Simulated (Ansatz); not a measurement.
NbAs:
```
NbAs
1.0
   -1.73670     1.73670     5.87522
    1.73670    -1.73670     5.87522
    1.73670     1.73670    -5.87522
Nb As
2 2
Direct
  0.99889   0.99889   0.00000
  0.74889   0.24889   0.50000
  0.41711   0.41711   0.00000
  0.16711   0.66711   0.50000
```

Relaxed with PBE. Special points in fractions of this cell's reciprocal vectors: Γ (0.000, 0.000, 0.000); X (0.000, 0.000, 0.500); P (0.250, 0.250, 0.250); N (0.000, 0.500, 0.000); M (0.500, 0.500, -0.500); S (0.272, 0.728, -0.272); S0 (-0.272, 0.272, 0.272); R (-0.044, 0.044, 0.500); G (0.500, 0.500, -0.044).

**Question.** List the band energies nearest the Fermi level at these points for PBE (plane waves, PAW; program Ansatz).

**Answer.** In eV from the Fermi level; about four levels below and three above (degenerate sets whole), none deeper than 8.9 eV; points with the same levels are listed once.

| k | below | above |
|---|---|---|
| Γ | -2.00 -1.64 -1.36 -1.36 | 0.68 1.24 2.39 |
| X | -2.76 -2.76 -0.59 -0.59 | 2.35 2.35 2.61 2.61 |
| P | -2.79 -2.79 -0.57 -0.57 | 2.37 2.37 2.57 2.57 |
| N | -2.22 -1.78 -1.35 -0.08 | 0.06 1.17 2.07 |
| M | -2.44 -2.44 -0.55 -0.55 | 0.94 0.94 1.90 1.90 |
| S | -2.20 -2.05 -1.36 -0.13 | 0.18 1.42 1.96 |
| R | -2.74 -2.74 -0.63 -0.63 | 2.24 2.24 2.62 2.62 |

Space group I4_1md. The PBE relaxation kept the symmetry of its start. The run is not spin-polarised. A small band overlap can be real or an error of a semilocal functional. The Fermi level of a semimetal is unsure by some 0.05 eV on such meshes. Scalar-relativistic: spin–orbit coupling is off unless named, which matters more the heavier the elements.

Potentials: the later of the program's two PAW sets.
